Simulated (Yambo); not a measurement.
Yambo run on PdCdF6 (space group R-3, No. 148). The wavefunctions are PBEsol (Quantum ESPRESSO, PseudoDojo norm-conserving, 102 Ry, without SOC) ones on a 2×2×2 mesh (40 occupied bands); a = 5.648 Å, b = 5.648 Å, c = 5.648 Å, α = 53.19°, β = 53.19°, γ = 53.19°.

Yambo input:

```
rim_cut
gw0
dyson
el_el_corr
HF_and_locXC
ppa
em1d
RandQpts= 1000000
RandGvec= 1 Ry
EXXRLvcs= 102 Ry
VXCRLvcs= 408 Ry
Chimod= "HARTREE"
% BndsRnXp
 9 | 120 |
%
NGsBlkXp= 7 Ry
% LongDrXp
 1.0 | 1.0 | 1.0 |
%
PPAPntXp= 27.2114 eV
% GbndRnge
 1 | 120 |
%
GTermKind= "BG"
DysSolver= "n"
ExtendOut
% QPkrange
 3 | 3 | 40 | 41 |
%
```

k points by index: 3 = F.

The o-*.qp file then holds:

```
#    K-point    Band    Eo [eV]    E [eV]    E-Eo [eV]    Vxc [eV]    Vnlxc [eV]    Sc|Eo [eV]    Sc|E [eV]    dSc/dw|Eo [eV]    Re(Z)    Im(Z)
#
    3    40    0.000000    -1.112486    -1.112486    -24.48461    -31.70717    5.799668    6.110074    -7.591362    0.781872    -0.001383
    3    41    1.817215    3.351769    1.534554    -24.09881    -20.01242    -2.153635    -2.551830    -7.060597    0.793981    -0.001314
```
(The two width columns are left out.) Convergence of these settings isn't established.

Geometry of the Materials Project entry, not relaxed at this level.
